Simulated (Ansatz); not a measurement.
BeS:
Space group P6₄22 (No. 181); a = b = 3.4369 Å, c = 7.8047 Å, α = β = 90.00°, γ = 120.00°

```csv
atom,site,symmetry,x,y,z
Be,3c,222,0.5000,0.0000,0.0000
S,3d,222,0.5000,0.0000,0.5000
```

Relaxed at zero pressure with r²SCAN+D4 (plane waves, PAW; program Ansatz).

### Question
The volume is lowered by 3 % and shape and atoms relax at that volume. What pressure results, and how do the axes share the change?

### Answer
3.4 GPa; a -1.0 %, b -1.0 %, c -1.0 %; the energy rises by 4 meV/atom.

### Question
Give the new structure.

### Answer

Space group P6₄22 (No. 181); a = b = 3.4012 Å, c = 7.7303 Å, α = β = 90.00°, γ = 120.00°

```tsv
atom	site	symmetry	x	y	z
Be	3c	222	0.5000	0.0000	0.0000
S	3d	222	0.5000	0.0000	0.5000
```

The phase is kept; no other phase was compared at this pressure.

Space group P6_422. The start of the workflow was typed in or built on a structure type; neither database checked (COD, Materials Project) lists it. COD files the formula under space group No. 216, so this cell is another polymorph or a model. Whether it is the stable phase at ambient conditions was not checked. The cell was relaxed with r²SCAN+D4 under the symmetry of its start; its stability against distortions is not shown here.

Potentials: the earlier of the program's two PAW sets.
